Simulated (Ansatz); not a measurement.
**ZrS$_{2}$: from a starting cell to a relaxed one**

The start is a randomly generated symmetric cell of ZrS2 (space group No. 151). A full variable-cell relaxation at zero pressure is run with PBEsol (plane waves to 420 eV, PAW, scalar-relativistic; Ansatz, a program for electronic structure). The first steps use a coarse 5×5×3 k-mesh.

Initial structure:
```
CELL_PARAMETERS angstrom
      5.02234     0.00000     0.00000
     -2.51117     4.34947     0.00000
      0.00000     0.00000     9.51600
ATOMIC_POSITIONS crystal
  S  0.81587 0.18413 0.83333
  S  0.81587 0.63174 0.16667
  S  0.36826 0.18413 0.50000
  S  0.48245 0.51755 0.33333
  S  0.48245 0.96491 0.66667
  S  0.03509 0.51755 0.00000
  Zr 0.24956 0.75044 0.33333
  Zr 0.24956 0.49912 0.66667
  Zr 0.50088 0.75044 0.00000
```

**Question.** How does the volume change?

**Answer.** +34.7 %, from 23.10 to 31.11 Å³/atom.

**Question.** How do the shortest distances between atoms change?

**Answer.** The closest pairs of elements (up to four, under 3.6 Å), start → end: S–Zr 2.03 → 2.43 Å; S–S 2.17 → 2.64 Å; Zr–Zr 3.41 → 3.55 Å.

**Question.** What band gap does the relaxed structure have at this level?

**Answer.** 0.24 eV, indirect (valence top at k = (0.25, 0.375, -0.1429), conduction bottom at k = (0.25, 0.25, -0.2857)) (no spin-orbit coupling).

**Question.** What does it relax into? Give the structure.

**Answer.** 
```cif
data_S6Zr3
_chemical_formula_sum 'S6 Zr3'
_space_group_name_H-M_alt 'P3112'
_space_group_IT_number 151
_space_group_name_Hall 'P 31 2 (0 0 4)'
_cell_length_a 7.02557
_cell_length_b 7.02557
_cell_length_c 6.54930
_cell_angle_alpha 90.000
_cell_angle_beta 90.000
_cell_angle_gamma 120.000
loop_
_atom_site_label
_atom_site_type_symbol
_atom_site_symmetry_multiplicity
_atom_site_Wyckoff_symbol
_atom_site_fract_x
_atom_site_fract_y
_atom_site_fract_z
_atom_site_occupancy
S1 S 3 b 0.14308 0.28616 0.16667 1
S2 S 3 a 0.80711 0.40356 0.00000 1
Zr1 Zr 3 a 0.40061 0.20030 0.00000 1
```

The space group stays P3₁12 (No. 151) (the run could not lower it), with 9 atoms in the primitive cell. Final values are on a 8×8×7 k-mesh of the relaxed cell. The start holds a very short contact (S–Zr 2.03 Å). No spin polarisation in the result.

The run could not lose the symmetry of its start, so the end can be a saddle point.

The relaxed structure here is a generated cell of ZrS2: the first start was made by a random draw of sites in a space group, and the end was not matched to a known phase here, so it may be hypothetical. Known forms of ZrS2 include space group No. 164.
